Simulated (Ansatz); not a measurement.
Values for one crystal, relaxed and computed with LDA in the plane-wave PAW code Ansatz; other levels are named.

```yaml
volume_per_atom: 7.49 Å³
band_gap: 4.72 eV (indirect)
Highest zone-centre frequency (without LO–TO term): 2456 cm⁻¹
Static dielectric constant ε0 (ions relaxed, cell fixed): 5.32 (xx), 5.27 (yy), 5.94 (zz)
Elastic constants (relaxed ions, GPa): C11 = 49.5, C22 = 36.2, C33 = 32.9, C12 = 9.3, C13 = 12.4, C23 = 28.4, C44 = 28.7, C55 = 13.8, C66 = 12.1
Largest static χ(2) component: 2.3 pm/V
electron_effective_mass: 0.57, 0.57, 4.9 mₑ (principal values)
```

Task: Which compound is it?
(A) Li3VS4, P-43m (Li on 3d, V on 1a, S on 4e)
(B) LiBH4, Ama2 (Pearson symbol oS24)
(C) ZnS, zinc blende
(D) MgO, rock salt

Result: B, LiBH4, Ama2 (Pearson symbol oS24)

The workflow started from a Materials Project entry (that database holds measured and hypothetical structures alike); the Crystallography Open Database copy checked does not list it. COD files the formula under space group No. 62, so this cell is another polymorph or a model. Its standing as an ambient phase is unchecked. The LDA relaxation kept the symmetry of its start; phonons on a q-mesh show no instability.

Potentials: the later of the program's two PAW sets.
